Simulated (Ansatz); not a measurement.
Method: Ansatz, DFT PBE, scalar-relativistic, plane waves, PAW, and for the lanthanide a 4f-in-core norm-conserving potential. Settings: cutoff 630 eV, Γ-centred meshes spaced at most about 0.3 Å⁻¹, and about 0.25 Å⁻¹ or finer for metals (2π included), Gaussian smearing. No spin polarisation in the final relaxations.

All energies are static (0 K, no zero-point motion).

Two forms of DyGe₃P were relaxed alike.

A.

```yaml
crystal:
  lattice:
    - [3.99301, 0.00000, 0.00000]
    - [0.00000, 3.99301, 0.00000]
    - [0.00000, 0.00000, 6.99410]
  atoms:
    - { symbol: Dy, position: [0.00000, 0.00000, 0.79518] }
    - { symbol: Ge, position: [0.50000, 0.50000, 0.22420] }
    - { symbol: Ge, position: [0.00000, 0.50000, 0.46455] }
    - { symbol: Ge, position: [0.50000, 0.00000, 0.46455] }
    - { symbol: P, position: [0.50000, 0.50000, 0.89342] }
```

B.

```yaml
crystal:
  lattice:
    - [3.79601, 0.00000, 0.00000]
    - [0.00000, 3.79601, 0.00000]
    - [0.00000, 0.00000, 7.50214]
  atoms:
    - { symbol: Dy, position: [0.00000, 0.00000, 0.00000] }
    - { symbol: Ge, position: [0.50000, 0.50000, 0.81848] }
    - { symbol: Ge, position: [0.50000, 0.50000, 0.18152] }
    - { symbol: Ge, position: [0.00000, 0.00000, 0.50000] }
    - { symbol: P, position: [0.50000, 0.50000, 0.50000] }
```

Question: Which would you expect to be lower, and how large is the difference?

Answer: A is lower, by 0.34 eV/atom. A has space group P4mm (No. 99), 22.3 Å³/atom and no gap on its mesh; B has space group P4/mmm (No. 123), 21.6 Å³/atom and no gap. Counting Dy or Ge atoms around P (for each partner element, those within 1.25 times its shortest distance or 1.15 times the sum of covalent radii, where it is the nearest in units of that sum or under 1.3), A has P 5 and B has P 6. A holds Ge–Ge nets (shortest 2.61 Å); in B the shortest Ge–Ge distance is 2.72 Å, near bonding range too. The lower one is the more open, so pressure narrows the difference. Both come from invented guesses.

Cells relaxed within their symmetry can be saddle points.

The lanthanide is trivalent by construction, without f bands, f moments or other valences.
